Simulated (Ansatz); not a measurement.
The following input was run with Ansatz 0.2.0.

```yaml
crystal:
  lattice:
    - [2.8782903948, 0.0, 0.0]
    - [-1.4391451974, 2.4926726014, 0.0]
    - [0.0, 0.0, 4.6832335216]
  atoms:
    - { symbol: Al, position: [0.6666666667, 0.3333333333, 0.75] }
    - { symbol: Al, position: [0.3333333333, 0.6666666667, 0.25] }
basis:
  ecutwfc: 420
kpoints:
  mp_grid: { grid: [18, 18, 10] }
hamiltonian:
  xc: pbesol
scf:
  occupations: { method: gaussian, width: 0.1 }
output:
  forces: true
  stress: true
  eigenvalues: true
relax:
  adjacent_minimum: "off"
  f_tol: 0.01
  max_steps: 30
  cell: { stress_tol: 0.1, fix: [volume] }
```

Launched with
```bash
ansatz run input.yaml --threads 1 --pin off --max-ram 2560MiB --backend cpu --events-out ev --progress --plain --runs-dir out
```

All numbers below come from Ansatz 0.2.0, DFT PBEsol, scalar-relativistic, plane waves, PAW.

Abridged output (final results; tables in files aren't shown):

```
SCF 2 converged in 4 iterations: F = -1049.021945 eV  dr2 = 4.85e-11
SCF converged after 4 iterations
Free energy (F): -1049.021945 eV
Harris-Foulkes:  -1049.021945 eV  (|F-HF|=7.50e-12)
Internal energy: -1049.016446 eV  (E = F + TS)
E sigma→0 (E₀):  -1049.019195 eV
Entropy (-TS):   -0.005499 eV (-2.749 meV/atom)
Fermi energy:    7.699641 eV
--- Per-component energies (eV) ---
  E_band       = 20.023232
  E_kinetic    = 45.042042
  E_local      = 18.944652  (includes V_loc(G=0)·N_el)
  E_nonlocal   = 20.803048
  E_hartree    = 0.187239
  E_xc         = -78.552164
  E_vxc        = -57.978062  (∫ρ·V_xc dr)
  E_paw        = -909.336997  (= ΣΔE_a)
  E_vpaw       = -7.162921  (= ΣTr[D̂ρ^β])
  E_aug_tail   = -0.000005  (compensation charges beyond the density's cutoff)
  E_ewald      = -146.142538
  E_core_change = 0.038278  (= ΣΔE_core)
  E_smearing   = -0.005499  (= −TS)
--- Forces (eV/Å), atoms counted from 1 ---
  atom   1  Al     0.00000000     0.00000000     0.00000000
  atom   2  Al     0.00000000     0.00000000     0.00000000
--- Stress (GPa, compression-positive) ---
       -2.165011       0.000000       0.000000
        0.000000      -2.165011       0.000000
        0.000000       0.000000      -2.153305
  P = ⅓ Tr σ = -2.1611 GPa (-21.611 kbar)
--- Band table (eV; the first three rows and the last of 222) ---
  k-point 0: bands = ["-3.3032", "3.2039", "3.3854", "18.0211", "18.0211", "18.4652", "18.4652"]
  k-point 1: bands = ["-3.2358", "2.0596", "4.6484", "18.0737", "18.0737", "18.5233", "18.5233"]
  k-point 2: bands = ["-3.0336", "0.9508", "6.1128", "16.9156", "18.2319", "18.2319", "18.6963"]
  k-point 221: bands = ["5.3928", "5.3928", "6.1817", "6.1817", "6.6176", "6.6176", "17.6396"]
--- Relaxed structure (1 steps of the walk, 1 accepted, 1 SCFs on fresh bases) ---
  F+E_penalty+E_count = -1049.02194457 eV   max|allowed force component| = 8.095e-18 eV/Å   (the final SCF, on the basis selected at the relaxed cell)
  cell:  # Å, volume = 33.6005 Å³
    - [2.87829039, 0.0, 0.0]
    - [-1.43914519, 2.49267260, 0.0]
    - [0.0, 0.0, 4.6832335216]
  atoms:
    - { symbol: Al, position: [0.66666666, 0.33333333, 0.75] }
    - { symbol: Al, position: [0.33333333, 0.66666666, 0.25] }
```

The relaxation met its thresholds.

The run took 7.9 s on 1 thread of Arm Neoverse V1, on a shared host, peak memory 0.34 GiB.